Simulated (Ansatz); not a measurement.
**Structures of Mg3H: which is lowest?**

Plane-wave DFT in Ansatz with scalar-relativistic PAW potentials, cutoff 420 eV, Γ-centred meshes chosen by cell and gap, Gaussian smearing with energies taken to zero width. Every cell was relaxed (cell and atoms) in a run of its own, within the symmetry of its start. Functional: PBE.

Relaxed structures (starts from databases or built by putting these elements on another compound's sites):
A. P6_3/mmc, 8 atoms in the computed cell, a = 5.916 Å, c = 5.262 Å; sites (symmetry × multiplicity) Mg mm2 × 6, H -6m2 × 2; start: built
B. P6_3/mcm, 8 atoms in the computed cell, a = 5.607 Å, c = 5.089 Å; sites (symmetry × multiplicity) Mg m2m × 6, H -3.m × 2; start: built

Question: Rank them by energy. Could pressure change the order?

Answer:
| structure | group | E − E(lowest) (meV/atom) | V (Å³/atom) | gap on mesh (eV) |
| --- | --- | --- | --- | --- |
| B | P6_3/mcm | 0.0 | 17.32 | 0.00 |
| A | P6_3/mmc | 406 | 19.93 | 0.00 |

B is lowest, 406 meV/atom under A. The lowest is also the densest of these, so pressure wouldn't bring one of the others in at first order. Other structures may lie lower than all of these, and vibrations aren't counted.